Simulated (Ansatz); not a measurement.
SiC in space group P6_3/mmc (No. 194; Si on 2c, C on 2d), a = b = 3.128 Å, c = 4.979 Å, α = β = 90.00°, γ = 120.00°.

Relaxed with r²SCAN+D4.

Task: Which orbitals make up the states near the band edges in r²SCAN+D4 in the plane-wave PAW code Ansatz?

Result: Top 1 eV of the valence band: C 2p 92 %. Bottom 1 eV of the conduction band: Si 3p 36 %, Si 3s 30 %, C 2s 17 %, C 2p 5 %, outside the projected shells 12 %. Projections are on Löwdin-orthogonalised atomic valence shells; empty p or d shells of many metals are not among them.

Task: Tabulate the density of states.

Result: States/eV per cell of 4 atoms, in 0.25 eV bins, energy from the valence-band maximum.

| E (eV) | total | C 2p | Si 3p | Si 3s |
|---|---|---|---|---|
| -7.85 | 1.03 | 0.56 | 0.30 | 0.09 |
| -7.60 | 1.17 | 0.65 | 0.35 | 0.10 |
| -7.35 | 1.30 | 0.73 | 0.40 | 0.09 |
| -7.10 | 1.36 | 0.78 | 0.43 | 0.08 |
| -6.85 | 1.57 | 0.91 | 0.50 | 0.08 |
| -6.60 | 1.83 | 1.08 | 0.59 | 0.08 |
| -6.35 | 1.99 | 1.20 | 0.63 | 0.07 |
| -6.10 | 1.80 | 1.12 | 0.55 | 0.06 |
| -5.85 | 1.81 | 1.15 | 0.54 | 0.06 |
| -5.60 | 1.73 | 1.12 | 0.50 | 0.05 |
| -5.35 | 1.83 | 1.21 | 0.50 | 0.05 |
| -5.10 | 1.53 | 1.03 | 0.40 | 0.04 |
| -4.85 | 1.92 | 1.33 | 0.49 | 0.03 |
| -4.60 | 1.75 | 1.24 | 0.42 | 0.02 |
| -4.35 | 1.26 | 0.92 | 0.28 | 0.01 |
| -4.10 | 1.28 | 0.94 | 0.27 | 0.01 |
| -3.85 | 1.17 | 0.86 | 0.24 | 0.01 |
| -3.60 | 1.05 | 0.79 | 0.19 | 0.00 |
| -3.35 | 0.80 | 0.60 | 0.15 | 0.00 |
| -3.10 | 0.77 | 0.59 | 0.13 | 0.00 |
| -2.85 | 1.03 | 0.83 | 0.12 | 0.00 |
| -2.60 | 1.31 | 1.11 | 0.11 | 0.00 |
| -2.35 | 1.01 | 0.87 | 0.06 | 0.00 |
| -2.10 | 0.55 | 0.47 | 0.04 | 0.00 |
| -1.85 | 0.38 | 0.33 | 0.02 | 0.00 |
| -1.60 | 0.33 | 0.29 | 0.02 | 0.00 |
| -1.35 | 0.26 | 0.23 | 0.01 | 0.00 |
| -1.10 | 0.20 | 0.18 | 0.01 | 0.00 |
| -0.85 | 0.16 | 0.15 | 0.00 | 0.00 |
| -0.60 | 0.15 | 0.14 | 0.00 | 0.00 |
| -0.35 | 0.09 | 0.09 | 0.00 | 0.00 |
| -0.10 | 0.03 | 0.03 | 0.00 | 0.00 |
| 0.15 | 0.00 | 0.00 | 0.00 | 0.00 |
| 0.40 | 0.03 | 0.00 | 0.01 | 0.01 |
| 0.65 | 0.14 | 0.01 | 0.04 | 0.05 |
| 0.90 | 0.25 | 0.01 | 0.07 | 0.09 |
| 1.15 | 0.41 | 0.02 | 0.16 | 0.11 |
| 1.40 | 0.81 | 0.04 | 0.43 | 0.14 |
| 1.65 | 1.11 | 0.06 | 0.66 | 0.16 |
| 1.90 | 1.28 | 0.10 | 0.76 | 0.18 |
| 2.15 | 1.44 | 0.15 | 0.81 | 0.20 |
| 2.40 | 1.60 | 0.18 | 0.77 | 0.24 |
| 2.65 | 1.81 | 0.22 | 0.77 | 0.31 |
| 2.90 | 2.00 | 0.26 | 0.78 | 0.36 |
| 3.15 | 1.73 | 0.27 | 0.71 | 0.32 |
| 3.40 | 1.80 | 0.30 | 0.67 | 0.33 |
| 3.65 | 1.45 | 0.24 | 0.56 | 0.24 |
| 3.90 | 1.59 | 0.25 | 0.66 | 0.28 |
| 4.15 | 2.25 | 0.38 | 0.94 | 0.31 |
| 4.40 | 2.60 | 0.43 | 1.10 | 0.30 |
| 4.65 | 2.23 | 0.31 | 0.99 | 0.23 |
| 4.90 | 1.49 | 0.21 | 0.71 | 0.09 |
| 5.15 | 1.93 | 0.30 | 0.85 | 0.17 |

The start of the workflow was typed in or built on a structure type; neither database checked (COD, Materials Project) lists it. It is not the phase usual at ambient conditions (space group No. 186, 216). Symmetry was held in the r²SCAN+D4 relaxation; its stability against distortions is not shown here. The volume moved by -46 % from the start of the relaxation. Its formation energy is positive at this level, so the cell may be metastable or incomplete.

Potentials: the later of the program's two PAW sets.
